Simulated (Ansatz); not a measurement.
**Clamped-ion strain scan in WS₂**

Level of theory: DFT PBE+D3(BJ), scalar-relativistic, plane waves, PAW in Ansatz. Cutoff 420 eV, Γ-centred 12×12×4 k-points, Gaussian smearing of 0.05 eV. Spin–orbit coupling is left out, which matters for the heavy elements here. No spin polarisation. Energies are free energies at this smearing, counted from the undisturbed cell; pressure is positive in compression.

The starting cell (relaxed at this level):

```xyz
6
Lattice="3.1542 0.0000 0.0000 -1.5771 2.7316 0.0000 0.0000 0.0000 12.1399" Properties=species:S:1:pos:R:3 pbc="T T T"
W     0.0000    1.8211    3.0350
W     1.5771    0.9105    9.1049
S     0.0000    1.8211    7.5302
S     1.5771    0.9105    1.4603
S     0.0000    1.8211   10.6796
S     1.5771    0.9105    4.6097
```

The cell is strained by ε times the Voigt pattern (1, 1, 0, 0, 0, 0) (xx, yy, zz, yz, xz, xy; engineering shear) with fractional coordinates fixed.

| ε | ΔE (meV/atom) | stress summed along the pattern (GPa, tension positive) | pressure (GPa) | gap on the mesh (eV) |
| --- | --- | --- | --- | --- |
| -0.0600 | 173.9 | ? | 26.5 | ? |
| -0.0450 | 94.0 | -42.61 | 18.4 | 0.96 |
| -0.0300 | 40.2 | -26.38 | ? | ? |
| -0.0150 | 9.6 | -12.25 | 5.3 | 0.90 |
| 0.0000 | 0.0 | 0.03 | 0.0 | 0.89 |
| 0.0150 | 9.0 | 10.67 | -4.6 | 0.88 |
| 0.0300 | 34.7 | 19.85 | -8.5 | 0.87 |
| 0.0450 | 75.2 | 27.75 | -11.8 | 0.72 |
| 0.0525 | 100.5 | ? | -13.3 | ? |
| 0.0600 | 128.8 | 34.52 | -14.6 | 0.59 |

**Question.** Give the withheld values.

**Answer.** stress summed along the pattern (GPa, tension positive) at ε = -0.0600: -61.21; gap on the mesh (eV) at ε = -0.0600: 1.01; pressure (GPa) at ε = -0.0300: 11.4; gap on the mesh (eV) at ε = -0.0300: 0.93; stress summed along the pattern (GPa, tension positive) at ε = 0.0525: 31.27; gap on the mesh (eV) at ε = 0.0525: 0.65.